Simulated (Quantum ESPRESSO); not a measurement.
## Mo3WS5Se3 (input and log of a self-consistent run)

A calculation, not a measurement. The program is pw.x of Quantum ESPRESSO 7.5 (plane-wave density functional theory). The cell is made up: 12 atoms on a layered 2H lattice, with randomly drawn elements, strain and displacements, not relaxed. PseudoDojo standard norm-conserving files (v0.5 for PBE, v0.4.1 for LDA and PBEsol) set the functional; there is no spin polarisation, spin-orbit coupling or dispersion term, and the masses in the input are unused placeholders.

Input:

```
&control calculation='scf', pseudo_dir='./dojo.nc.sr.pbe.v0_5.standard.upf', outdir='./o', disk_io='low', tprnfor=.true., tstress=.true. /
&system ibrav=0, nat=12, ntyp=4, nbnd=73, ecutwfc=85.99341389, nosym=.true., tot_charge=0,
 occupations='smearing', smearing='fd', degauss=0.0018374661
/
&electrons conv_thr=7.350e-09, electron_maxstep=60, /
ATOMIC_SPECIES
Mo 1.0 Mo.upf
S 1.0 S.upf
Se 1.0 Se.upf
W 1.0 W.upf
CELL_PARAMETERS angstrom
3.2261 -0.0302 -0.0179
-0.0523 5.7292 0.078
-0.0713 0.1793 12.8122
ATOMIC_POSITIONS angstrom
Mo -0.0871 2.0715 3.2015
Mo 1.6025 1.0371 9.5727
W 1.4753 4.7463 3.1582
Mo -0.0166 4.0649 9.7515
S 0.006 2.2813 8.0083
S -0.1456 2.2092 11.224
Se 1.4725 0.9149 1.7146
S 1.4016 1.0163 4.7125
S 1.4855 4.8921 8.1541
S 1.6409 4.9117 11.3666
Se -0.0696 3.8571 1.648
Se 0.0849 3.9562 4.9519
K_POINTS automatic
7 4 2 1 1 1
```

The log is shortened where brackets say so; the opening notice, blank lines, dates and the lines on written files are dropped, and the path of the files is cut. It prints rydbergs, bohrs and kilobars, and counts compression as positive stress. With no partly filled state, the Fermi energy that it prints is only some level between the filled and the empty states on the mesh, and need not lie in the true gap.

```
     Program PWSCF v.7.5
     Parallel version (MPI & OpenMP), running on       4 processor cores
     Number of MPI processes:                 4
     Threads/MPI process:                     1
     [start-up lines left out]
     bravais-lattice index     =            0
     lattice parameter (alat)  =       6.0968  a.u.
     unit-cell volume          =    1597.5683 (a.u.)^3
     number of atoms/cell      =           12
     number of atomic types    =            4
     number of electrons       =       134.00
     number of Kohn-Sham states=           73
     kinetic-energy cutoff     =      85.9934  Ry
     charge density cutoff     =     343.9737  Ry
     scf convergence threshold =      7.3E-09
     mixing beta               =       0.7000
     number of iterations used =            8  plain     mixing
     Exchange-correlation= PBE
                           (   1   4   3   4   0   0   0)
     [axes and pseudopotential details left out]
   Cartesian axes
     site n.     atom                  positions (alat units)
         1        Mo     tau(   1) = (  -0.0269969   0.6420686   0.9923159  )
         2        Mo     tau(   2) = (   0.4967004   0.3214527   2.9670913  )
         3        W      tau(   3) = (   0.4572743   1.4711320   0.9788950  )
         4        Mo     tau(   4) = (  -0.0051452   1.2599297   3.0225110  )
         5        S      tau(   5) = (   0.0018597   0.7070968   2.4822001  )
         6        S      tau(   6) = (  -0.0451292   0.6847491   3.4789174  )
         7        Se     tau(   7) = (   0.4564064   0.2835764   0.5314462  )
         8        S      tau(   8) = (   0.4344307   0.3150057   1.4606556  )
         9        S      tau(   9) = (   0.4604358   1.5163232   2.5273914  )
        10        S      tau(  10) = (   0.5086026   1.5223983   3.5231168  )
        11        Se     tau(  11) = (  -0.0215728   1.1955214   0.5108033  )
        12        Se     tau(  12) = (   0.0263150   1.2262378   1.5348584  )
     number of k points=    28  Fermi-Dirac smearing, width (Ry)=  0.0018
                       cart. coord. in units 2pi/alat
        k(    1) = (   0.0724361   0.0702034   0.0623741), wk =   0.0714286
        k(    2) = (   0.0717533   0.0719117  -0.0635606), wk =   0.0714286
     [further k points left out]
     Dense  grid:   171959 G-vectors     FFT dimensions: (  36,  64, 144)
     Estimated max dynamical RAM per process >     488.60 MB
     Estimated total dynamical RAM >       1.79 GB
     Initial potential from superposition of free atoms
     starting charge     133.9948, renormalised to     134.0000
     Starting wfcs are   87 randomized atomic wfcs
     total cpu time spent up to now is        6.4 secs
     per-process dynamical memory:   351.8 Mb
     Self-consistent Calculation
     iteration #  1     ecut=    85.99 Ry     beta= 0.70
     Davidson diagonalization with overlap
     ethr =  1.00E-02,  avg # of iterations =  2.0
     total cpu time spent up to now is       18.7 secs
     total energy              =   -1410.19306930 Ry
     estimated scf accuracy    <       1.79134622 Ry
     iteration #  2     ecut=    85.99 Ry     beta= 0.70
     Davidson diagonalization with overlap
     ethr =  1.34E-03,  avg # of iterations =  8.4
     total cpu time spent up to now is       39.6 secs
     total energy              =   -1405.90172781 Ry
     estimated scf accuracy    <      62.10464605 Ry
     iteration #  3     ecut=    85.99 Ry     beta= 0.70
     Davidson diagonalization with overlap
     ethr =  1.34E-03,  avg # of iterations = 11.8
     total cpu time spent up to now is       60.6 secs
     total energy              =   -1406.75163348 Ry
     estimated scf accuracy    <     129.07788422 Ry
     iteration #  4     ecut=    85.99 Ry     beta= 0.70
     Davidson diagonalization with overlap
     ethr =  1.34E-03,  avg # of iterations = 11.4
     total cpu time spent up to now is       76.9 secs
     total energy              =   -1411.23710720 Ry
     estimated scf accuracy    <       0.57951822 Ry
     iteration #  5     ecut=    85.99 Ry     beta= 0.70
     Davidson diagonalization with overlap
     ethr =  4.32E-04,  avg # of iterations =  6.5
     total cpu time spent up to now is       90.9 secs
     total energy              =   -1411.28790461 Ry
     estimated scf accuracy    <       0.34861639 Ry
     [iterations 6 to 18 left out]
     iteration # 19     ecut=    85.99 Ry     beta= 0.70
     Davidson diagonalization with overlap
     ethr =  2.33E-10,  avg # of iterations =  4.1
     total cpu time spent up to now is      277.7 secs
     total energy              =   -1411.32998154 Ry
     estimated scf accuracy    <       0.00000040 Ry
     iteration # 20     ecut=    85.99 Ry     beta= 0.70
     Davidson diagonalization with overlap
     ethr =  2.33E-10,  avg # of iterations =  2.1
     total cpu time spent up to now is      288.6 secs
     total energy              =   -1411.32998156 Ry
     estimated scf accuracy    <       0.00000003 Ry
     iteration # 21     ecut=    85.99 Ry     beta= 0.70
     Davidson diagonalization with overlap
     ethr =  2.34E-11,  avg # of iterations =  6.1
     total cpu time spent up to now is      304.1 secs
     total energy              =   -1411.32998158 Ry
     estimated scf accuracy    <       0.00000005 Ry
     iteration # 22     ecut=    85.99 Ry     beta= 0.70
     Davidson diagonalization with overlap
     ethr =  2.34E-11,  avg # of iterations =  2.0
     total cpu time spent up to now is      314.2 secs
     total energy              =   -1411.32998158 Ry
     estimated scf accuracy    <       0.00000002 Ry
     iteration # 23     ecut=    85.99 Ry     beta= 0.70
     Davidson diagonalization with overlap
     ethr =  1.41E-11,  avg # of iterations =  2.0
     total cpu time spent up to now is      324.6 secs
     End of self-consistent calculation
          k = 0.0724 0.0702 0.0624 ( 21461 PWs)   bands (ev):
   -63.1814 -50.6912 -50.6172 -50.1135 -36.9834 -36.9798 -36.9441 -36.9312
   -36.9096 -36.8275 -36.8181 -36.8175 -36.8162 -36.8128 -36.7827 -36.7769
   -36.7478 -36.7276 -36.7014 -27.5006 -27.4835 -27.4000 -24.8964 -24.7539
   -24.7006 -24.6573 -24.6172 -24.5924 -24.3290 -24.2361 -24.1359  -4.0330
    -3.3516  -2.6008  -2.3814  -2.2489  -1.7810  -1.6298  -1.5850   4.4004
     4.7504   5.0267   5.2942   5.7462   5.8507   6.4227   6.7347   7.3188
     7.3980   7.6511   7.8549   7.8975   7.9426   8.0137   8.3561   8.4534
     8.6996   8.8453   8.9727   9.1213   9.3076   9.5007   9.6909   9.9080
    10.2648  10.4056  11.0628  12.0845  12.3016  12.5327  12.5906  12.7694
    12.8908
     [levels at the other k points left out]
     the Fermi energy is    11.3476 ev
!    total energy              =   -1411.32998157 Ry
     estimated scf accuracy    <          4.5E-09 Ry
     smearing contrib. (-TS)   =      -0.00000010 Ry
     internal energy E=F+TS    =   -1411.32998147 Ry
     The total energy is F=E-TS. E is the sum of the following terms:
     one-electron contribution =   -1006.36150677 Ry
     hartree contribution      =     548.75362730 Ry
     xc contribution           =    -271.85965311 Ry
     ewald contribution        =    -681.86244890 Ry
     convergence has been achieved in  23 iterations
     Forces acting on atoms (cartesian axes, Ry/au):
     atom    1 type  1   force =    -0.05500141   -0.09043807    0.13335003
     atom    2 type  1   force =    -0.01794684    0.09382126    0.02661125
     atom    3 type  4   force =     0.10386669    0.04575479    0.18769514
     atom    4 type  1   force =    -0.03175215   -0.02484823   -0.01292291
     atom    5 type  2   force =    -0.00757151   -0.05812004    0.06509781
     atom    6 type  2   force =     0.03192111   -0.06545866   -0.03720575
     atom    7 type  3   force =     0.01515076    0.08359650   -0.15328356
     atom    8 type  2   force =     0.04762122   -0.00720906   -0.01512111
     atom    9 type  2   force =     0.03997408    0.02691413    0.00571496
     atom   10 type  2   force =    -0.01570422    0.02687127   -0.04818305
     atom   11 type  3   force =    -0.04124043   -0.00197126   -0.16328971
     atom   12 type  3   force =    -0.06931729   -0.02891263    0.01153691
     Total force =     0.419683     Total SCF correction =     0.000532
     Computing stress (Cartesian axis) and pressure
          total   stress  (Ry/bohr**3)                   (kbar)     P=       27.59
   0.00015352   0.00012659  -0.00002962           22.58       18.62       -4.36
   0.00012659   0.00004484  -0.00025129           18.62        6.60      -36.97
  -0.00002962  -0.00025129   0.00036430           -4.36      -36.97       53.59
     init_run     :      6.07s CPU      6.34s WALL (       1 calls)
     electrons    :    312.03s CPU    318.20s WALL (       1 calls)
     forces       :      2.42s CPU      2.45s WALL (       1 calls)
     stress       :      7.96s CPU      8.14s WALL (       1 calls)
     [timing details left out]
     PWSCF        :   5m28.63s CPU   5m35.34s WALL
     JOB DONE.
```

In other units: free energy -19202.123 eV for the cell, pressure 2.76 GPa, largest force component 4.826 eV/Å. A rerun of a related cell, with the same atoms placed differently, at a cutoff of 1467 eV and k mesh 9 x 6 x 4 moved values by no more than 0.002 eV in energy, 0.02 GPa in stress and 0.011 eV/Å in force.